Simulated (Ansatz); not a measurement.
A crystal relaxed with r2SCAN in the PAW code Ansatz has space group P3m1 (No. 156) and a = 3.984 Å, c = 9.730 Å.

| atom | site | x | y | z |
| --- | --- | --- | --- | --- |
| Si | 1a | 0.0000 | 0.0000 | 0.9999 |
| Xx | 1c | 0.6667 | 0.3333 | 0.6681 |
| Xx | 1b | 0.3333 | 0.6667 | 0.3316 |
| Xx | 1c | 0.6667 | 0.3333 | 0.9208 |
| Xx | 1b | 0.3333 | 0.6667 | 0.5833 |
| Xx | 1a | 0.0000 | 0.0000 | 0.2463 |

With r2SCAN the valence top lies at Γ and the conduction bottom at A, 0.64 eV higher; the smallest vertical gap, at Γ, is 0.69 eV. A second conduction valley, at L, lies only 33 meV higher, so their order isn't settled. HSE06 gives an indirect gap of 0.97 eV, from Γ to A; the least direct gap is 1.08 eV at Γ. A second conduction valley, at L, lies only 33 meV higher, so their order isn't settled. Meshes: r2SCAN 12×12×4, HSE06 6×6×2.

Q: Which element is Xx?
A. C
B. Sn
C. Pb
D. Ge

A: D. Xx is Ge: SiGe₅, ordered on the diamond lattice (P3m1) with 6 atoms a cell. Si has 4 Ge at 2.40–2.43 Å; Ge has 4 Ge at 2.44–2.46 Å; Ge has 4 Ge at 2.45 Å; Ge has 3 Si at 2.43 Å and 1 Ge at 2.46 Å; Ge has 4 Ge at 2.44–2.45 Å; Ge has 1 Si at 2.40 Å and 3 Ge at 2.45 Å.

The calculation is spin-unpolarised, and the structure need not be a phase that has been made.

The runs are scalar-relativistic, without spin-orbit coupling.

The meshes of the hybrids are coarse, so their gaps aren't converged to the digits shown.
